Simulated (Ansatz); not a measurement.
Sr3CoN3 — electric field gradients

The cell is a Materials Project structure (computed, not necessarily an observed phase), its atoms then relaxed with PBE in this cell.

```yaml
crystal:
  lattice:
    - [7.59246, 0.00000, 0.00000]
    - [-3.79623, 6.57527, 0.00000]
    - [0.00000, 0.00000, 5.27765]
  atoms:
    - { symbol: Sr, position: [0.91609, 0.63860, 0.25000] }
    - { symbol: Sr, position: [0.72251, 0.08391, 0.25000] }
    - { symbol: Sr, position: [0.36140, 0.27749, 0.25000] }
    - { symbol: Sr, position: [0.08391, 0.36140, 0.75000] }
    - { symbol: Sr, position: [0.27749, 0.91609, 0.75000] }
    - { symbol: Sr, position: [0.63860, 0.72251, 0.75000] }
    - { symbol: Co, position: [0.66667, 0.33333, 0.75000] }
    - { symbol: Co, position: [0.33333, 0.66667, 0.25000] }
    - { symbol: N, position: [0.88500, 0.57517, 0.75000] }
    - { symbol: N, position: [0.69017, 0.11500, 0.75000] }
    - { symbol: N, position: [0.42483, 0.30983, 0.75000] }
    - { symbol: N, position: [0.11500, 0.42483, 0.25000] }
    - { symbol: N, position: [0.30983, 0.88500, 0.25000] }
    - { symbol: N, position: [0.57517, 0.69017, 0.25000] }
```

Sites (sets of like atoms) are named by element and the number of their first atom in this list.

Method: Kohn–Sham DFT in Ansatz, PBE+U (U = 3.4 eV on Co d), plane waves and PAW, scalar-relativistic, collinear spin, 420 eV cutoff, Γ-centred 5×5×6 k-points, Fermi–Dirac smearing 0.05 eV. Start moments as typed (μB): 0 0 0 0 0 0 -4 4 0 0 0 0 0 0 by atom. The program fits them to the shells of the files, so those used differ somewhat.

V_zz is the principal component of the electric field gradient with the largest magnitude, η = (V_xx − V_yy)/V_zz and C_Q = eQV_zz/h.

⁸⁷Sr: I = 9/2, Q = 305.0 mb; Co-59: I = 7/2, Q = 420.0 mb; ¹⁴N: I = 1, Q = 20.44 mb. Q values from Pyykkö, Mol. Phys. 116, 1328 (2018).

Q: Give the quadrupolar parameters of the distinct sites.

A: 

```json
{"site": "Sr", "atoms (order as listed)": "1, 2, 3, 4, 5, 6", "first shell": "5 N at 2.62–2.80 Å", "V_zz (10²¹ V/m²)": "9.33", "η": "0.15", "C_Q (MHz)": "68.8"}
{"site": "Co", "atoms (order as listed)": "7, 8", "first shell": "3 N at 1.75 Å", "V_zz (10²¹ V/m²)": "9.08", "η": "0.00", "C_Q (MHz)": "92.2"}
{"site": "N", "atoms (order as listed)": "9, 10, 11, 12, 13, 14", "first shell": "1 Co at 1.75 Å; also 5 Sr at 2.62–2.80 Å", "V_zz (10²¹ V/m²)": "-1.12", "η": "0.27", "C_Q (MHz)": "-0.552"}
```

An axis of threefold or higher order runs through Co, so V_zz lies along it and η is zero.

At this cell the principal stresses reach 5 GPa in size with PBE+U, which can matter for small gradients. The largest force is 1.6 eV/Å, so the atoms aren't at the calculated equilibrium and relaxing them would move these values. With no gap above 0.1 eV, as in a metal, the gradients converge slowly in k; expect changes of a tenth or more on a denser mesh. Without spin–orbit coupling (the program notes it for Sr) the gradients can shift somewhat, as the gap is small. With these PAW files V_zz is typically within 2 to 3 % of all-electron values, but misses above 10 % occur on Co. Semilocal functionals make gaps too small and can close them, so the real compound need not be a metal. The magnetic order is the one that the run reached from its start moments, not necessarily the measured one.
